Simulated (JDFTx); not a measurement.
System: TiSi2(010) (Cmcm bulk; lattice of mp-1077503, not re-optimised at this level), 1x1 cell of 12 atoms in 10 planes (Si outermost, slab composition Ti4Si8), area 12.59 Å² a face, 11.7 Å between the outermost planes in a cell 27.9 Å high; k mesh 6×6×1, Fermi width 0.01 Ha, no spin polarisation. Whether this polymorph is the ambient one wasn't checked. Neither spin polarisation nor a larger cell was tried.

Method: PBE, GBRV ultrasoft potentials, plane waves to 20/100 Ha, in JDFTx (a modified build). Liquid: CANDLE, water, 2 M NaF. The neutral cell holds 80 valence electrons and has two faces of 12.586 Å² each. Last filling lines of the neutral and of a charged run (μ in hartree, zero in the bulk liquid):

```
FillingsUpdate:  mu: -0.147241043  nElectrons: 80.000000
FillingsUpdate:  mu: -0.157743749  nElectrons: 79.937200
```

Worked example: both potentials, by the convention U = −μ/e − 4.44 V vs SHE, the surface charge density and the mean capacitance.

U_pzc = 0.14724 × 27.2114 − 4.44 = -0.43 V; U = 0.15774 × 27.2114 − 4.44 = -0.15 V. The cell has -0.0628 excess electrons, a net charge of 0.0628 e, shared by two faces: σ = 0.0628 e / (2 × 12.586 Å²) = 0.00249 e/Å² = 4.0 μC/cm² (1 e/Å² = 1602.18 μC/cm²). C = σ/(U − U_pzc) = 4.0/0.29 ≈ 14 μF/cm².
